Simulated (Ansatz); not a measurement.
All numbers below come from Ansatz, DFT PBE, scalar-relativistic, plane waves, PAW. Cutoff 420 eV, Γ-centred 6×6×6 mesh (8-atom cell), Gaussian smearing of 0.02 eV, no spin polarisation.

Formation energies are uncorrected and count from the elements' standard states at the same level.

Q: Find a candidate cubic semiconductor that holds P and 2 more elements, with a gap near 1.2 eV, a formation energy near −0.41 eV/atom and a density near 4.31 g/cm³, in a cell of 8 atoms.

A: Ga4AsP3, space group P-43m (No. 215). Ga is surrounded by 3 P at 2.40 Å and 1 As at 2.45 Å; around P lie 4 Ga at 2.40 Å; around As lie 4 Ga at 2.45 Å.

```
Ga P As
1.0
     5.56378    0.00000    0.00000
     0.00000    5.56378    0.00000
     0.00000    0.00000    5.56378
Ga P As
4 3 1
Direct
  0.74550 0.74550 0.74550
  0.74550 0.25450 0.25450
  0.25450 0.74550 0.25450
  0.25450 0.25450 0.74550
  0.50000 0.50000 0.00000
  0.50000 0.00000 0.50000
  0.00000 0.50000 0.50000
  0.00000 0.00000 0.00000
```

The volume per atom is 21.53 Å³. The density is 4.31 g/cm³, the energy over the elements is −0.406 eV/atom and the gap on the 6×6×6 mesh of the 8-atom cell is 1.16 eV.

It was reached by relaxing an invented guess, and it needn't be the stable form of this composition. The answer needn't be unique; the calculation gave this one.

Kohn–Sham gaps at this level usually fall short of measured ones. The reference forms of As and P are held partly by dispersion forces, which this level lacks. A structure relaxed within its symmetry needn't be a true minimum.
